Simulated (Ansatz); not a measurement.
CdPd, first-principles data

CdPd (L1₀ or tetragonal B2, space group No. 123), a = b = 3.032 Å, c = 3.677 Å, α = β = γ = 90.00°.

Space group P4/mmm (No. 123), L1₀ or tetragonal B2; conventional cell a = b = 3.0319 Å, c = 3.6771 Å, α = β = γ = 90.00°.

Method: r²SCAN in the plane-wave PAW code Ansatz. Geometry: relaxed at this level of theory. Other levels are named where they apply.

### Cell and energy

```
Property                                                       Value
-----------------------------------------------------  -------------
Volume per atom                                             16.90 Å³
Density                                                  10.75 g/cm³
Formation energy from the elements (no fitted shifts)  -0.47 eV/atom
```

### Electronic structure

```
Property                                                                    Result
------------------------------------  --------------------------------------------
Electronic character                                             metallic (no gap)
Density of states at the Fermi level  0.23 states/eV per atom (mean over ±0.08 eV)
Gap with spin–orbit coupling                                       none (metallic)
```

### Mechanics

```
Item                                 Result
----------------------------------  -------
Bulk modulus (Birch–Murnaghan fit)  128 GPa
Pressure derivative B′                  5.4
```

### Charges

```
Quantity                     Result
-------------  --------------------
Bader charges  Cd +0.40, Pd -0.40 e
```

The workflow started from an entry of the Crystallography Open Database (COD). Whether it is the stable phase at ambient conditions was not checked. The r²SCAN relaxation kept the symmetry of its start; its stability against distortions is not shown here. The run is not spin-polarised. Axis ratios of metals converge slowly with the k-mesh, so a and c are less sure than the volume. The references are the lowest solids computed at this level, not always the standard phases. Spin–orbit coupling is left out wherever it is not named.

Potentials: the later of the program's two PAW sets.
